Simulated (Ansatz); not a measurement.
# Stress against strain in Cu₃Pd

```
CELL_PARAMETERS angstrom
3.72200 0.00000 0.00000
0.00000 3.72200 0.00000
0.00000 0.00000 3.72200
ATOMIC_POSITIONS crystal
Cu 0.00000 0.50000 0.50000
Cu 0.50000 0.00000 0.50000
Cu 0.50000 0.50000 0.00000
Pd 0.00000 0.00000 0.00000
```

Atoms are numbered in the order listed.

The geometry is COD entry 1524619, unchecked; take it as a test cell. It differs from other determinations.

Spin polarisation is left out, and whether a magnetic state lies lower isn't shown here.

These are results of Ansatz 0.2.0, DFT, PBEsol, all-electron LAPW, scalar-relativistic, not measurements.

The runs use a Γ-centred 9×9×9 k mesh, Fermi–Dirac smearing of 0.05 eV, basis error target 0.5 meV/atom, no spin polarisation.

The strain is applied along the Cartesian axes of the cell as listed (the other components stay zero). Fractional coordinates are held (clamped ions).

σ is the change of stress from the unstrained cell, which is at -8.39 GPa; tension is positive, so slopes are stress–strain coefficients at that pressure. In a metal the k mesh adds noise.

Only quantities that a quadratic follows smoothly over the whole series are listed; rougher ones are left out.

```
    εzz  σzz (GPa)  σxx (GPa)
-0.0200      -3.48      -2.53
 0.0000       0.00       0.00
 0.0100       1.60       1.10
 0.0200       3.13       2.10
```

**Question.** Fit the series and read off the stiffness at zero strain.

**Answer.** Least-squares fits y = p0 + p1 x + p2 x² to the rows give σzz (GPa): p1 = 165, p2 = -430; σxx (GPa): p1 = 116, p2 = -530. So C11 = 165 GPa and C12 = 116 GPa, which gives B = (C11 + 2 C12)/3 = 132 GPa.

**Question.** One run, at εzz = -0.0100, is withheld. Predict its row.

**Answer.** The fits give -1.70, -1.21; the run gave -1.68, -1.22.
